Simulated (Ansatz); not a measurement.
Input and command of a plane-wave DFT calculation in Ansatz:

```yaml
crystal:
  lattice:
    - [3.6555989322, 0.0, 0.0]
    - [-1.8277994661, 3.1658415413, 0.0]
    - [0.0, 0.0, 5.9973]
  atoms:
    - { symbol: "Y", position: [0.3333333333, 0.6666666667, 0.2265] }
    - { symbol: "Y", position: [0.6666666667, 0.3333333333, 0.7735] }
    - { symbol: H, position: [0.3333333333, 0.6666666667, 0.607] }
    - { symbol: H, position: [0.6666666667, 0.3333333333, 0.393] }
    - { symbol: C, position: [0.0, 0.0, 0.0] }
basis:
  ecutwfc: 500
kpoints:
  mp_grid: { grid: [6, 6, 4] }
hamiltonian:
  xc: r2scan
scf:
  occupations: { method: gaussian, width: 0.1 }
  lower_state_search: "off"
output:
  forces: true
  stress: true
  eigenvalues: true
```

```bash
ansatz run input.yaml --threads 1 --pin off --max-ram 2560MiB --backend cpu --events-out ev --progress --plain --runs-dir out
```

Processor: Arm Neoverse V2, 1 thread, on a host shared with other jobs.

**Question.** Estimate time, memory and problem size.

**Answer.** About 5 s on 1 thread of Arm Neoverse V2, on a shared host, peak memory 0.48 GiB. It solves 19 bands at 24 k points (the mesh reduced by symmetry) with about 1761 plane waves, in 8 SCF iterations.
